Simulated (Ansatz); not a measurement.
Starting cell, KF (rock salt):

```yaml
crystal:
  lattice:
    - [0.00000, 2.71039, 2.71039]
    - [2.71039, 0.00000, 2.71039]
    - [2.71039, 2.71039, 0.00000]
  atoms:
    - { symbol: F, position: [0.00000, 0.00000, 0.00000] }
    - { symbol: K, position: [0.50000, 0.50000, 0.50000] }
```

Scan: atom 1 (F, nearest neighbour K at 2.710 Å; its periodic images, 3.8 Å or more away, move with it) is displaced towards the nearest neighbour, direction (-1.000, 0.000, 0.000) in Cartesian axes, by s. The other atoms stay.

Method: PBE (plane waves to 420 eV, PAW, scalar-relativistic; Ansatz, a quantum-chemistry and plane-wave program). k mesh 9×9×9 (Γ-centred), Fermi-Dirac smearing 0.05 eV. The energy includes the smearing's −TS. KF was relaxed with its symmetry unable to fall. The zero of ΔE is the undisplaced structure.

```
s (Å)   ΔE (meV/cell)
------  -------------
-0.270           55.1
-0.216           33.2
-0.162           17.8
-0.108       withheld
-0.054            1.9
0.000             0.0
0.054             1.9
0.108        withheld
0.162            17.8
0.216            33.2
0.270            55.1
```

Q: Fit an even polynomial form (powers 2, 4) to the given rows and predict ΔE at s = 0.108.

A: Least squares on the 9 given rows: ΔE = (634.0)·s² + (1670)·s⁴, in meV/cell with s in Å; root-mean-square residual 0.02 meV/cell. At 0.108 the fit gives 7.6 meV/cell; the calculation gives 7.6 meV/cell, the same to the digits shown. The quadratic term alone would give 7.4 meV/cell.

(For displaced atoms, the force is minus the slope of the energy, and its curvature is a force constant, which sets phonon frequencies.)
